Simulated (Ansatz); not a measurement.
Ti5Si:
```xyz
6
Lattice="2.5240 1.4572 4.4384 -2.5240 1.4572 4.4384 0.0000 -2.9144 4.4384" Properties=species:S:1:pos:R:3 pbc="T T T"
Ti     0.0000     0.0000     2.0161
Ti     0.0000     0.0000    11.2990
Ti     0.5279     1.4572     4.4384
Ti    -1.5259    -0.2715     4.4384
Ti     0.9981    -1.1858     4.4384
Si     0.0000     0.0000     6.6576
```

Relaxed with PBE. Special points in fractions of this cell's reciprocal vectors: Γ (0.000, 0.000, 0.000); T (0.500, 0.500, 0.500); H2 (0.761, 0.239, 0.500); H0 (0.500, -0.239, 0.239); L (0.500, 0.000, 0.000); S0 (0.369, -0.369, 0.000); S2 (0.631, 0.000, 0.369); F (0.500, 0.000, 0.500).

### Question
List the band energies nearest the Fermi level at these points for PBE in the plane-wave PAW code Ansatz.

### Answer
In eV from the Fermi level; about four levels below and three above (degenerate sets whole), none deeper than 8.9 eV; points with the same levels are listed once.

```json
[
 {"k": "Γ", "below": "-0.74 -0.11 -0.05 -0.05", "above": "1.06 1.06 1.41"},
 {"k": "T", "below": "-0.82 -0.58 -0.58 -0.16", "above": "0.26 0.26 0.87"},
 {"k": "H2", "below": "-0.45 -0.42 -0.27 -0.19", "above": "0.64 0.72 1.08"},
 {"k": "L", "below": "-1.54 -1.10 -0.75 -0.52", "above": "0.37 0.55 0.58"},
 {"k": "S0", "below": "-0.59 -0.45 -0.20 -0.10", "above": "0.69 0.82 0.99"},
 {"k": "F", "below": "-0.56 -0.37 -0.11 -0.06", "above": "0.65 0.71 0.99"}
]
```

Space group R32. The workflow started from a Materials Project entry (that database holds measured and hypothetical structures alike); the Crystallography Open Database copy checked does not list it. Its standing as an ambient phase is unchecked. The cell was relaxed with PBE under the symmetry of its start; whether a distortion lowers the energy is not shown. The run is not spin-polarised.

Potentials: the later of the program's two PAW sets.
